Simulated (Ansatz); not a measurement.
Polymorphs of C, each relaxed with r²SCAN in the plane-wave PAW code Ansatz:

A: diamond (Fd-3m)
a = b = c = 3.560 Å, α = β = γ = 90.00°

```
atom  site  symmetry       x       y       z
----  ----  --------  ------  ------  ------
C       8a      -43m  0.0000  0.0000  0.0000
```

B: I4/mmm
a = 4.365 Å, b = 4.365 Å, c = 2.502 Å, α = 90.00°, β = 90.00°, γ = 90.00°

| atom | site | symmetry | x | y | z |
|---|---|---|---|---|---|
| C | 8h | m.2m | 0.1803 | 0.1803 | 0.0000 |

C: graphite (P6_3/mmc)
a = b = 2.4558 Å, c = 7.0786 Å, α = β = 90.00°, γ = 120.00°

| atom | site | symmetry | x | y | z |
|---|---|---|---|---|---|
| C | 2b | -6m2 | 0.0000 | 0.0000 | 0.2500 |
| C | 2c | -6m2 | 0.3333 | 0.6667 | 0.2500 |

Task: Rank these by energy per atom at 0 K (lowest first), as r²SCAN gives it.

Result: C (+0 meV/atom), A (+113 meV/atom), B (+330 meV/atom)

Task: Give each one's gap.

Result: A 4.36 eV; B 2.66 eV; C no gap.

Not the usual ambient phase: B. Weakly bound layers, chains or molecules computed without a dispersion correction, so cells and soft constants are ill determined: C. All cells were relaxed under the symmetry of their starts (and spin orders); stability against distortions was not tested throughout.

Energies hold the estimated change up to a 700 eV cutoff; steps of a few meV lie near the error of the meshes.

Potentials: the later of the program's two PAW sets.
